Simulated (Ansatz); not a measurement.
The start is a relaxed CdTe cell with every coordinate shifted by Gaussian noise of σ = 0.1 Å. A full variable-cell relaxation at zero pressure is run with PBE (plane waves to 420 eV, PAW, scalar-relativistic; Ansatz, a first-principles code). The first steps use a coarse 6×6×6 k-mesh.

Initial structure:
```yaml
crystal:
  lattice:
    - [0.00000, 3.30955, 3.30955]
    - [3.30955, 0.00000, 3.30955]
    - [3.30955, 3.30955, 0.00000]
  atoms:
    - { symbol: Te, position: [0.78497, 0.72299, 0.76238] }
    - { symbol: Cd, position: [0.95858, 0.03024, 0.96929] }
```

**Question.** Is the parent structure recovered?

**Answer.** It returns to the parent structure, F-43m (No. 216).

**Question.** How do the shortest distances between atoms change?

**Answer.** The closest pairs of elements (up to four, under 3.6 Å), start → end: Cd–Te 2.65 → 2.87 Å.

**Question.** Is the relaxed structure metallic? Give its gap.

**Answer.** 0.58 eV, direct at Γ (no spin-orbit coupling).

Final values are on a 9×9×9 k-mesh of the relaxed cell. No spin polarisation in the result. Spin-orbit coupling is missing; with elements this heavy it can move band edges by tenths of an eV or more.
